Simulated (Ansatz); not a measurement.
CsO: do energies and stresses tell the same story?

The calculation used Ansatz, DFT r2SCAN, scalar-relativistic, plane waves, PAW.

Plane waves to 500 eV, a k mesh through Γ of 8×8×8 on the computed 4-atom cell and Gaussian smearing (0.02 eV); no spin polarisation.

Relaxed cell: Immm, a = 4.316 Å, b = 6.459 Å, c = 7.549 Å, α = 90.00°, β = 90.00°, γ = 90.00°, 4 atoms in the primitive cell. Whether it is the stable form of this composition wasn't checked.

Energies at zero smearing and pressures from the stress tensor, at volumes with shape and atoms relaxed:
```csv
V (Å³/atom),E − E(first) (meV/atom),P (GPa)
24.724,0.00,1.82
25.514,-6.42,0.82
26.303,-8.35,0.00
27.092,-6.60,-0.68
27.881,-1.88,-1.22
```

Problem. Check P = −dE/dV between neighbouring volumes, and get the bulk modulus from the pressures alone.

Solution. With 1 eV/Å³ = 160.2 GPa:
| middle V (Å³/atom) | −ΔE/ΔV (GPa) | mean P (GPa) |
| --- | --- | --- |
| 25.119 | 1.303 | 1.320 |
| 25.908 | 0.392 | 0.408 |
| 26.697 | -0.356 | -0.342 |
| 27.486 | -0.957 | -0.949 |

The two differ by 0.02 GPa at most. The mean of two end pressures misses the average over a step by about ΔV² P″/12, up to 0.02 GPa here; with that taken off 0.00 GPa remains. Around V = 26.303 Å³/atom, the two neighbours give B = −V ΔP/ΔV = 26.303 × 1.50 / 1.578 = 25.0 GPa, against B0 = 24.8 GPa from the Birch–Murnaghan fit of the energies.

Cost: 6 runs of about 11 core-minutes in all, on Arm Neoverse V2 (shared hosts).